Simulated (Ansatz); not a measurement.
Zn2GeO4 (spinel, space group No. 227), DFT-PBE in the program Ansatz with PAW potentials, all energies at zero smearing, with the estimated change up to a 700 eV cutoff added, with one set of potentials and settings (totals compare only within such a set). Cell of 14 atoms (4 Zn, 2 Ge, 8 O): -26406.449 eV.

| element | reference phase | E (eV/atom) |
|---|---|---|
| Zn | C2/m, 3 atoms in the cell | -3319.0322 |
| Ge | Fd-3m, 2 atoms in the cell | -4294.9907 |
| O | C2/m, 4 atoms in the cell, spin-polarised | -565.0042 |

Formation energy per atom, worked out: (-26406.449 − 4×(-3319.0322) − 2×(-4294.9907) − 8×(-565.0042))/14 = -1.450 eV/atom (-140 kJ per mol of atoms), at 0 K, without zero-point energy or fitted corrections.

The cell is a constructed one: a structure type filled with these elements; neither database checked (COD, Materials Project) lists it. COD files the formula under space group No. 95, 148. Whether it is the stable phase at ambient conditions was not checked. Symmetry was held in the PBE relaxation; its stability against distortions is not shown here. The references are the lowest solids computed at this level, not always the standard phases (solids in place of the gases).

Potentials: the earlier of the program's two PAW sets.
